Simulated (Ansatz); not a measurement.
CsCaBr₃ (Pm-3m), stationary points along a deformation path

Theory: Ansatz, DFT LDA, scalar-relativistic, plane waves, PAW. Settings: plane waves to 420 eV, k-mesh 6×6×6 (Γ-centred), Gaussian smearing 0.05 eV. No spin polarisation. Energies are free energies at this smearing, counted from the undisturbed cell; pressure is positive in compression.

The starting cell (as given, not relaxed at this level; it stands at -2.1 GPa, and it needn't be the usual structure):

```xyz
5
Lattice="5.7087 0.0000 0.0000 0.0000 5.7087 0.0000 0.0000 0.0000 5.7087" Properties=species:S:1:pos:R:3 pbc="T T T"
Cs    0.0000    0.0000    0.0000
Ca    2.8543    2.8543    2.8543
Br    2.8543    0.0000    2.8543
Br    0.0000    2.8543    2.8543
Br    2.8543    2.8543    0.0000
```

At fixed volume and fractional coordinates, lengths along (0.000, 0.000, 1.000) are scaled against those across it; ρ is that ratio over its starting value. V = 37.208 Å³/atom. Δσ is the stress along the axis less the mean stress across it (compression positive).

| ρ | ΔE (meV/atom) | Δσ (GPa) | space group |
| --- | --- | --- | --- |
| 0.707 | 530.6 | 25.90 | P4/mmm |
| 0.780 | 229.1 | 14.46 | P4/mmm |
| 0.850 | 85.0 | 7.63 | P4/mmm |
| 1.000 | 0.0 | 0.00 | Pm-3m |
| 1.200 | 73.2 | -4.94 | P4/mmm |
| 1.300 | 147.2 | -7.02 | P4/mmm |
| 1.414 | 254.6 | -9.56 | P4/mmm |

Q: How does the stress give the slope of the energy, and where is the energy stationary?

A: Along the path d ln(length) is 2/3 d ln ρ on the axis and −1/3 d ln ρ across it, so dE/d ln ρ = −(2/3) V Δσ: the energy falls with ρ where Δσ is positive. Δσ vanishes or changes sign at ρ = 1.000 (Pm-3m), a minimum at 0.0 meV/atom. Pairs of stationary points between two samples would go unseen, and could change a minimum read from distant neighbours into a maximum. At ρ = 1.000 the cell is cubic, where symmetry alone makes the stress isotropic and the slope zero.

Symmetry holds off the tilts and polar distortions that many cubic perovskites undergo.